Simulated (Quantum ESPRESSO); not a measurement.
How shieldings converge in SiC

```xyz
2
Lattice="0.0000 2.1770 2.1770 2.1770 0.0000 2.1770 2.1770 2.1770 0.0000" Properties=species:S:1:pos:R:3 pbc="T T T"
Si     1.0885     1.0885     1.0885
C      0.0000     0.0000     0.0000
```
Geometry: a computed entry of the Materials Project; it was not checked against measured cells. It is SiC in F-43m. Stability against distortions was not tested.

Method: GIPAW with PBE in a modified build of Quantum ESPRESSO, on JTH PAW datasets; kept fixed: 20 Ha, k-mesh 10×10×10 shifted. Costs are rough, from a shared machine. These are absolute shieldings with no macroscopic susceptibility term; δ = σ_ref − σ needs a reference computed alike. No d partial waves on Si: the paramagnetic term there is incompletely reconstructed.

```csv
conv_threshold of gipaw.x,σ_iso Si (ppm),σ_iso C (ppm),f-sum rule missed by (%),rough cost ratio
1e-06,361.0,143.1,0.07,about 1
1e-08,358.2,141.5,0.00,about 1
1e-10,358.7,141.8,0.00,about 1
1e-12,358.7,141.8,0.00,about 1
1e-14,358.7,141.8,0.00,about 1
```

Largest spread: σ_iso Si (ppm) moves over 2.8 across the rows.
